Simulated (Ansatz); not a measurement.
Na₂S:
Space group Fm-3m (No. 225); a = b = c = 6.501 Å, α = β = γ = 90.00°

| atom | site | symmetry | x | y | z |
|---|---|---|---|---|---|
| Na | 8c | -43m | 0.2500 | 0.2500 | 0.2500 |
| S | 4a | m-3m | 0.0000 | 0.0000 | 0.0000 |
(The calculation used a cell of 3 atoms; values per cell refer to that cell.)

Relaxed with PBEsol. The program Ansatz at the PBEsol level (PAW) gives a gap of 2.43 eV.

**Question.** What gap does HSE06 give on the same cell (Ansatz, PAW)?

**Answer.** 3.54 eV, 1.11 eV more. The hybrid was solved on a coarser mesh and at special points; its gap is the smallest among all of these.

```tsv
k	v1 PBEsol	c1 PBEsol	v1 HSE06	c1 HSE06
Γ	0.00	2.43	0.00	3.54
X	-0.47	3.70	[?]	[?]
L	-0.14	4.78	[?]	[?]
W	-0.61	4.69	[?]	[?]
K	-0.36	4.42	[?]	[?]
```

**Question.** Top valence (v1) and lowest conduction level (c1) in eV from each method's valence maximum (which need not be a listed point): supply the withheld HSE06 values.

**Answer.** 
- L, v1 HSE06: -0.15
- L, c1 HSE06: 5.98
- W, v1 HSE06: -0.63
- W, c1 HSE06: 5.80
- K, v1 HSE06: -0.39
- K, c1 HSE06: 5.53
- X, v1 HSE06: -0.51
- X, c1 HSE06: 4.79

Cost on shared cores: the PBEsol run (SCF on a 7×7×7 mesh, then bands and DOS) about 8 core-seconds (a rough figure), the HSE06 run (SCF on 6×6×6, then a few points) roughly 100 core-seconds; the tasks are unlike.

The cell was relaxed with PBEsol under the symmetry of its start.

Potentials: the later of the program's two PAW sets.
